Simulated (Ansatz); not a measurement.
Relaxed bulk W:

```
W
1.0
    -1.57718    1.57718    1.57718
     1.57718   -1.57718    1.57718
     1.57718    1.57718   -1.57718
W
1
Direct
  0.00000 0.00000 0.00000
```

Miller indices refer to the conventional cell of Im-3m (No. 229), a = 3.154 Å, b = 3.154 Å, c = 3.154 Å, α = 90.00°, β = 90.00°, γ = 90.00°.

Consider the (211) slab of 9 planes, 10.3 Å thick with 15 Å of vacuum as cut; outer planes W (top) and W (bottom), all atoms relaxed.

Level of theory: DFT PBEsol, scalar-relativistic, plane waves, PAW in Ansatz 0.2.0. Cutoff 420 eV; k points 13×8×1 on the computed 9-atom cell (Γ-centred); Gaussian smearing, width 0.10 eV; no spin polarisation. A dipole correction removes the field between periodic images along c.

The work function read from the bulk's Fermi level differs by 0.17 eV, so the slab's middle doesn't match the bulk reference (too thin, or relaxed to another structure or magnetic state).

Problem. Predict the surface energy (mean of both faces).

Solution. 3.82 J/m².

Problem. Predict the work function.

Solution. 4.39 eV.

Problem. The top two planes lie 1.288 Å apart in the bulk. How does relaxation change this?

Solution. The spacing becomes 1.107 Å (-14.1 %).

Spin-orbit coupling is left out, which matters for the bands of heavy elements.